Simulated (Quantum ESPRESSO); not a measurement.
# Planted mistakes on one cell of PSi2AlC4

The results below are calculated, not measured. They come from pw.x of Quantum ESPRESSO 7.5, a plane-wave density functional program, with PseudoDojo standard norm-conserving files (v0.5 for PBE, v0.4.1 for LDA and PBEsol). The cells are made up: elements, strain and atom displacements were drawn at random, and nothing was relaxed. There is no spin polarisation, spin-orbit coupling or dispersion term.

The cell has 8 sites of a zincblende or diamond lattice. Sites 1 to 4 hold P Si Al Si; sites 5 to 8 hold C C C C. Cell vectors in Å: (4.507, -0.010, -0.040); (-0.010, 4.542, -0.039); (-0.040, -0.039, 4.445). Settings: PBE, cutoff 1116 eV, 4 x 4 x 4 k mesh shifted by half a step, Fermi-Dirac smearing of 0.025 eV.

The intended run has a self-consistency threshold of 1e-07 eV, a smearing term of 0.000 eV, a pressure of -4.79 GPa and 12 iterations. Each further run changes one thing: all lengths scaled by 0.9855; atoms of sites 2 and 3 exchanged; cutoff 671 eV; files of PBEsol; k mesh 1 x 1 x 1; one electron added; smearing 0.48 eV; threshold 0.03 eV. A coarse mesh keeps the shift, and a charged cell sits in a uniform background.

| run | change of free energy (eV) | smearing term -TS (eV) | change of P (GPa) | largest change of a force component (eV/Å) | iterations |
| --- | --- | --- | --- | --- | --- |
| A | 8.662 | 0.000 | 4.52 | 0.995 | 12 |
| B | 1.804 | 0.000 | -3.11 | 0.063 | 12 |
| C | -0.022 | 0.000 | 7.91 | 0.640 | 12 |
| D | -0.171 | -0.615 | 0.63 | 0.157 | 11 |
| E | 0.757 | 0.000 | -5.09 | 0.026 | 12 |
| F | 10.319 | -0.005 | 23.21 | 0.517 | 11 |
| G | 0.005 | 0.000 | 0.69 | 0.035 | 6 |
| H | 0.285 | 0.000 | 1.39 | 2.636 | 11 |

A rerun of the intended cell at 1347 eV and k mesh 6 x 6 x 6 moved values by no more than 0.006 eV in the cell's energy, 0.07 GPa in stress and 0.004 eV/Å in force.

Question: which change belongs to which run?

## Worked reading

Run G has the fewest iterations, as a run stopped early does. Run D has the largest smearing term, as wide smearing gives. Run E has a higher energy and the largest fall in pressure, as too small a basis gives. Run C changes the volume by a factor of 0.9571; minus its pressure change over the logarithm of that factor, 180 GPa, is a rough bulk modulus with clamped atoms. Energies from files of another functional, or of a charged cell, have another zero and say nothing on stability; the pressure of a charged cell rests on the program's zero of potential too.

## Key

| run | change |
| --- | --- |
| A | k mesh 1 x 1 x 1 |
| B | files of PBEsol |
| C | all lengths scaled by 0.9855 |
| D | smearing 0.48 eV |
| E | cutoff 671 eV |
| F | one electron added |
| G | threshold 0.03 eV |
| H | atoms of sites 2 and 3 exchanged |